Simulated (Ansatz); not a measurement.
CdSe:
```yaml
crystal:
  lattice:
    - [4.34018, 0.00000, 0.00000]
    - [-2.17009, 3.75870, 0.00000]
    - [0.00000, 0.00000, 7.07772]
  atoms:
    - { symbol: Cd, position: [0.66667, 0.33333, 0.00056] }
    - { symbol: Cd, position: [0.33333, 0.66667, 0.50056] }
    - { symbol: Se, position: [0.66667, 0.33333, 0.62464] }
    - { symbol: Se, position: [0.33333, 0.66667, 0.12464] }
```

x, y and z are the axes in which the lattice vectors are written.

Give the high-frequency dielectric tensor and the Born effective charge tensors of the independent atoms from DFPT, r²SCAN in the plane-wave PAW code Ansatz.


ε∞:
```
6.36  0.00  0.00
0.00  6.36  0.00
0.00  0.00  6.50
```
Z* of atom 1 (Cd), rows: field, columns: displacement, in e:
```
2.20  0.00  0.00
0.00  2.20  0.00
0.00  0.00  2.30
```
Z* of atom 3 (Se), rows: field, columns: displacement, in e:
```
-2.20   0.00   0.00
 0.00  -2.20   0.00
 0.00   0.00  -2.30
```

Static charges for comparison (Bader): Cd1 +0.83, Se3 -0.83 e. Born charges measure polarisation by displacement and can exceed these by far.

Space group P6_3mc (wurtzite). The r²SCAN relaxation kept the symmetry of its start. Scalar-relativistic: spin–orbit coupling is off unless named, which matters more the heavier the elements.

Potentials: the later of the program's two PAW sets.
